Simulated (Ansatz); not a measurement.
Input file for Ansatz (a program for electronic structure):

Ansatz 0.2 input:
```yaml
crystal:
  lattice:
    - [3.6234060167, 0.0, 0.0]
    - [0.0, 3.6234060167, 0.0]
    - [0.0, 0.0, 3.6234060167]
  atoms:
    - { symbol: Mg, position: [0.0, 0.0, 0.0] }
    - { symbol: Tl, position: [0.5, 0.5, 0.5] }
kpoints:
  mp_grid: { grid: [8, 8, 8] }
  band_path:
    path:
      - [[0.0, 0.0, 0.0], [0.0, 0.5, 0.0], [0.5, 0.5, 0.0], [0.0, 0.0, 0.0], [0.5, 0.5, 0.5], [0.0, 0.5, 0.0]]  # Γ-X-M-Γ-R-X
      - [[0.5, 0.5, 0.5], [0.5, 0.5, 0.0]]  # R-M
    npoints: 12
basis: { xc_grid: 2 }
hamiltonian:
  xc: pbesol
  pseudopotentials: { kind: paw }
magnetization: { noncollinear: true, spin_orbit: true }
scf:
  n_extra_bands: 13
  convergence: { dr2_threshold: 0.0000000001 }
  occupations: { method: gaussian, width: 0.05 }
output: { eigenvalues: true }
```

Output (shortened):

```
Pseudopotential: Mg, paw_fr, valence charge 10
Pseudopotential: Tl, paw_fr, valence charge 13
Functional definition: PBEsol
non-collinear run that drives no moment, with spin-orbit …
Crystal: 2 atoms, lattice volume = 47.572 Å³
Basis set: ecut = 420 eV, 925 PW (Γ), exchange–correlation on 50×50×50 points (8 copies of the dense FFT grid, shifted against one another)
Bands: 36, of which v1, the nominal top of the filled ones, is band 23 counted from 1 (22 counted from 0)
Symmetry: 48 space group operations + 48 with time reversal
k-points: 35 of 512
Projection manifold: j_resolved (fully-relativistic pseudo-atomic orbitals)
SCF iter   1: F=—  HF=-13243.080823 eV  |F-HF|=—  |Δ(HF+E_count)|=         —  Δρ=2.47e-2  dr2=3.27e-1  dr2_m=0.00e0 (ungated)  ethr=3.10e-3  |M|=0.00e0 ∫|m|=0.00e0 μB  |m|>n=0.0e0 m-floor=0.0e0 τ_xc=0.0e0  β_m=0.30  ⟨swp⟩=10.0  Hψ=3608  notcnv=0  defer=42
preconditioner: auto → none
SCF iter   2: F=—  HF=-13242.992134 eV  |F-HF|=—  |Δ(HF+E_count)|=   8.87e-2  Δρ=1.29e-2  dr2=7.63e-2  dr2_m=0.00e0 (ungated)  ethr=1.42e-3  |M|=0.00e0 ∫|m|=0.00e0 μB  |m|>n=0.0e0 m-floor=0.0e0 τ_xc=0.0e0  β_m=0.42  ⟨swp⟩=3.0  Hψ=1092  notcnv=0  defer=236
SCF iter   3: F=—  HF=-13242.980836 eV  |F-HF|=—  |Δ(HF+E_count)|=   1.13e-2  Δρ=4.77e-3  dr2=7.20e-3  dr2_m=0.00e0 (ungated)  ethr=3.32e-4  |M|=0.00e0 ∫|m|=0.00e0 μB  |m|>n=0.0e0 m-floor=0.0e0 τ_xc=0.0e0  β_m=0.59  ⟨swp⟩=2.0  Hψ=874  notcnv=0  defer=246
SCF iter   4: F=—  HF=-13242.981701 eV  |F-HF|=—  |Δ(HF+E_count)|=   8.65e-4  Δρ=4.06e-4  dr2=3.75e-5  dr2_m=0.00e0 (ungated)  ethr=3.13e-5  |M|=0.00e0 ∫|m|=0.00e0 μB  |m|>n=0.0e0 m-floor=0.0e0 τ_xc=0.0e0  β_m=0.67  ⟨swp⟩=1.6  Hψ=654  notcnv=0  defer=242
SCF iter   5: F=—  HF=-13242.981717 eV  |F-HF|=—  |Δ(HF+E_count)|=   1.58e-5  Δρ=5.16e-5  dr2=8.45e-7  dr2_m=0.00e0 (ungated)  ethr=1.63e-7  |M|=0.00e0 ∫|m|=0.00e0 μB  |m|>n=0.0e0 m-floor=0.0e0 τ_xc=0.0e0  β_m=0.70  ⟨swp⟩=2.8  Hψ=816  notcnv=0  defer=242
SCF iter   6: F=—  HF=-13242.981714 eV  |F-HF|=—  |Δ(HF+E_count)|=   3.22e-6  Δρ=1.01e-5  dr2=2.10e-8  dr2_m=0.00e0 (ungated)  ethr=3.68e-9  |M|=0.00e0 ∫|m|=0.00e0 μB  |m|>n=0.0e0 m-floor=0.0e0 τ_xc=0.0e0  β_m=0.80  ⟨swp⟩=2.3  Hψ=758  notcnv=0  defer=242
SCF iter   7: F=—  HF=-13242.981714 eV  |F-HF|=—  |Δ(HF+E_count)|=   1.19e-8  Δρ=4.76e-7  dr2=1.02e-10  dr2_m=0.00e0 (ungated)  ethr=1.00e-12  |M|=0.00e0 ∫|m|=0.00e0 μB  |m|>n=0.0e0 m-floor=0.0e0 τ_xc=0.0e0  β_m=0.78  ⟨swp⟩=9.0  Hψ=2923  notcnv=0
SCF iter   8: F=-13242.981714 eV  HF=-13242.981714 eV  |F-HF|=7.28e-12  |Δ(HF+E_count)|=  1.09e-11  Δρ=9.94e-8  dr2=1.76e-12  dr2_m=0.00e0 (ungated)  ethr=1.00e-12  |M|=0.00e0 ∫|m|=0.00e0 μB  |m|>n=0.0e0 m-floor=0.0e0 τ_xc=0.0e0  ⟨swp⟩=2.0  Hψ=1172  notcnv=0
SCF 1 converged in 8 iterations: F = -13242.981714 eV  dr2 = 1.76e-12
NSCF: frozen V_eff on 74 k-points
SCF converged after 8 iterations
Magnetization: |M| = 0.0000 μB,  M = (+0.0000, +0.0000, +0.0000) μB
Absolute magnetization: 0.0000 μB (∫|m|)
  site 0: m = (+0.0000, +0.0000, +0.0000) μB, |m| = 0.0000 μB  (R = 1.29 Å)
  site 1: m = (+0.0000, +0.0000, +0.0000) μB, |m| = 0.0000 μB  (R = 1.29 Å)
Free energy (F): -13242.981714 eV
Harris-Foulkes:  -13242.981714 eV  (|F-HF|=7.28e-12)
Internal energy: -13242.979933 eV  (E = F + TS)
E sigma→0 (E₀):  -13242.980823 eV
Entropy (-TS):   -0.001781 eV (-0.891 meV/atom)
Fermi energy:    9.207811 eV
--- Per-component energies (eV) ---
  E_band       = -333.355755
  E_kinetic    = 410.217046
  E_local      = -2411.681964  (includes V_loc(G=0)·N_el)
  E_nonlocal   = 414.072150
  E_hartree    = 867.996107
  E_xc         = -257.477792
  E_vxc        = -179.860395  (∫ρ·V_xc dr)
  E_paw        = -10335.343999  (= ΣΔE_a)
  E_vpaw       = -302.094870  (= ΣTr[D̂ρ^β])
  E_aug_tail   = 0.000034  (compensation charges beyond the density's cutoff)
  E_ewald      = -1930.871012
  E_core_change = 0.109497  (= ΣΔE_core)
  E_smearing   = -0.001781  (= −TS)
  E_closure    =  0.000000  (closes the sum)
  Σ components = -13242.981714   (vs F -13242.981714, Δ=0.00e0)
  [band-id]    e_kinetic+e_local+e_nonlocal+2·e_hartree+e_vxc+e_vpaw+e_augmentation_tail = -333.355784   (vs E_band -333.355755, Δ=-2.89e-5)
--- Band table (eV; the first three rows and the last of 35) ---
  k-point 0: bands = ["-67.0395", "-67.0395", "-34.1716", "-34.1716", "-33.8841", "-33.8841", "-33.8841", "-33.8841", "-3.5044", "-3.5044", "-3.5044", "-3.5044", "-1.3935", "-1.3935", "-1.3935", "-1.3935", "-1.1539", "-1.1539", "-0.3256", "-0.3256", …
  k-point 1: bands = ["-67.0394", "-67.0394", "-34.1718", "-34.1718", "-33.8845", "-33.8845", "-33.8841", "-33.8841", "-3.5046", "-3.5046", "-3.4943", "-3.4943", "-1.3932", "-1.3932", "-1.3792", "-1.3792", "-1.1683", "-1.1683", "-0.1408", "-0.1408", "9.6200", …
  k-point 2: bands = ["-67.0394", "-67.0394", "-34.1722", "-34.1722", "-33.8853", "-33.8853", "-33.8840", "-33.8840", "-3.5053", "-3.5053", "-3.4746", "-3.4746", "-1.3951", "-1.3951", "-1.3491", "-1.3491", "-1.1994", "-1.1994", "0.4198", "0.4198", "7.3471", …
  k-point 34: bands = ["-67.0391", "-67.0391", "-34.1746", "-34.1746", "-33.8872", "-33.8872", "-33.8872", "-33.8872", "-3.4768", "-3.4768", "-3.4768", "-3.4768", "-1.5277", "-1.5277", "-1.1399", "-1.1399", "-1.1399", "-1.1399", "5.7292", "5.7292", "8.0705", …
```

Cost: about 28 core-seconds (a rough figure) on shared cores.

Space group Pm-3m (CsCl type). The workflow started from an entry of the Crystallography Open Database (COD). Whether it is the stable phase at ambient conditions was not checked. Symmetry was held in the PBEsol relaxation; of distortions, only those at the zone centre were tested.

Potentials: the later of the program's two PAW sets.

Ansatz is a plane-wave DFT program.
